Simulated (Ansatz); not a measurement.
CoBi₃:
```cif
data_Bi12Co4
_chemical_formula_sum 'Co4 Bi12'
_space_group_name_H-M_alt 'P 1'
_space_group_IT_number 1
_cell_length_a 8.95458
_cell_length_b 4.04336
_cell_length_c 11.86304
_cell_angle_alpha 90.000
_cell_angle_beta 90.000
_cell_angle_gamma 90.000
loop_
_space_group_symop_operation_xyz
  'x, y, z'
loop_
_atom_site_label
_atom_site_type_symbol
_atom_site_fract_x
_atom_site_fract_y
_atom_site_fract_z
_atom_site_occupancy
Co1 Co 0.08772 0.25000 0.47921 1
Co2 Co 0.91228 0.75000 0.52079 1
Co3 Co 0.41228 0.75000 0.97921 1
Co4 Co 0.58772 0.25000 0.02079 1
Bi1 Bi 0.41073 0.25000 0.82984 1
Bi2 Bi 0.58927 0.75000 0.17016 1
Bi3 Bi 0.08927 0.75000 0.32984 1
Bi4 Bi 0.91073 0.25000 0.67016 1
Bi5 Bi 0.30166 0.25000 0.10120 1
Bi6 Bi 0.69834 0.75000 0.89880 1
Bi7 Bi 0.19834 0.75000 0.60120 1
Bi8 Bi 0.80166 0.25000 0.39880 1
Bi9 Bi 0.37017 0.25000 0.40943 1
Bi10 Bi 0.62983 0.75000 0.59057 1
Bi11 Bi 0.12983 0.75000 0.90943 1
Bi12 Bi 0.87017 0.25000 0.09057 1
```

Relaxed with r²SCAN.

**Question.** Which orbitals make up the states near the Fermi level in r²SCAN (plane waves, PAW; program Ansatz)?

**Answer.** Within 0.5 eV of the Fermi level: Co 3d 49 %, Bi 6p 45 %. Projections are on Löwdin-orthogonalised atomic valence shells; empty p or d shells of many metals are not among them.

**Question.** Tabulate the density of states.

**Answer.** States/eV per cell of 16 atoms, in 0.25 eV bins, energy from the Fermi level.

| E (eV) | total | Bi 6p | Co 3d | Bi 6s |
|---|---|---|---|---|
| -7.85 | 0.00 | 0.00 | 0.00 | 0.00 |
| -7.60 | 0.00 | 0.00 | 0.00 | 0.00 |
| -7.35 | 0.00 | 0.00 | 0.00 | 0.00 |
| -7.10 | 0.00 | 0.00 | 0.00 | 0.00 |
| -6.85 | 0.00 | 0.00 | 0.00 | 0.00 |
| -6.60 | 0.00 | 0.00 | 0.00 | 0.00 |
| -6.35 | 0.00 | 0.00 | 0.00 | 0.00 |
| -6.10 | 0.00 | 0.00 | 0.00 | 0.00 |
| -5.85 | 0.13 | 0.10 | 0.01 | 0.00 |
| -5.60 | 2.22 | 1.66 | 0.14 | 0.13 |
| -5.35 | 4.89 | 3.56 | 0.35 | 0.31 |
| -5.10 | 7.57 | 5.33 | 0.60 | 0.57 |
| -4.85 | 6.28 | 4.37 | 0.52 | 0.55 |
| -4.60 | 3.94 | 3.01 | 0.34 | 0.22 |
| -4.35 | 11.54 | 9.33 | 1.19 | 0.43 |
| -4.10 | 9.90 | 7.84 | 1.26 | 0.41 |
| -3.85 | 8.70 | 6.53 | 1.34 | 0.46 |
| -3.60 | 8.97 | 6.59 | 1.41 | 0.57 |
| -3.35 | 12.30 | 8.59 | 2.43 | 0.77 |
| -3.10 | 12.52 | 7.88 | 3.52 | 0.65 |
| -2.85 | 13.34 | 7.66 | 4.69 | 0.53 |
| -2.60 | 11.08 | 6.62 | 3.72 | 0.40 |
| -2.35 | 15.60 | 7.86 | 6.93 | 0.36 |
| -2.10 | 19.48 | 8.71 | 9.84 | 0.40 |
| -1.85 | 23.41 | 8.95 | 13.39 | 0.46 |
| -1.60 | 23.36 | 7.57 | 14.90 | 0.44 |
| -1.35 | 20.48 | 5.95 | 13.79 | 0.37 |
| -1.10 | 17.09 | 4.76 | 11.57 | 0.35 |
| -0.85 | 17.39 | 4.14 | 12.52 | 0.32 |
| -0.60 | 16.51 | 4.05 | 11.92 | 0.25 |
| -0.35 | 11.85 | 3.98 | 7.31 | 0.31 |
| -0.10 | 10.44 | 4.73 | 5.16 | 0.28 |
| 0.15 | 6.86 | 3.77 | 2.68 | 0.19 |
| 0.40 | 8.12 | 4.80 | 2.86 | 0.21 |
| 0.65 | 9.41 | 5.84 | 2.94 | 0.30 |
| 0.90 | 9.48 | 6.26 | 2.52 | 0.31 |
| 1.15 | 8.61 | 6.10 | 1.83 | 0.26 |
| 1.40 | 9.45 | 6.84 | 1.78 | 0.30 |
| 1.65 | 10.20 | 7.52 | 1.74 | 0.29 |
| 1.90 | 10.27 | 7.71 | 1.60 | 0.28 |
| 2.15 | 10.46 | 8.06 | 1.43 | 0.24 |
| 2.40 | 11.75 | 9.34 | 1.30 | 0.22 |
| 2.65 | 12.75 | 10.25 | 1.25 | 0.19 |
| 2.90 | 12.19 | 10.00 | 1.06 | 0.16 |
| 3.15 | 9.28 | 7.57 | 0.82 | 0.13 |
| 3.40 | 9.25 | 7.58 | 0.79 | 0.10 |
| 3.65 | 11.23 | 9.13 | 0.91 | 0.11 |
| 3.90 | 7.48 | 6.09 | 0.57 | 0.09 |
| 4.15 | 3.24 | 2.25 | 0.22 | 0.05 |
| 4.40 | 2.33 | 0.75 | 0.11 | 0.04 |
| 4.65 | 3.35 | 0.92 | 0.15 | 0.05 |

Space group Pnma. The workflow started from a Materials Project entry (that database holds measured and hypothetical structures alike); the Crystallography Open Database copy checked does not list it. Whether it is the stable phase at ambient conditions was not checked. Symmetry was held in the r²SCAN relaxation; whether a distortion lowers the energy is not shown. The run is not spin-polarised. Its formation energy is positive at this level, so the cell may be metastable or incomplete. Spin–orbit coupling is left out wherever it is not named.

Potentials: the later of the program's two PAW sets.
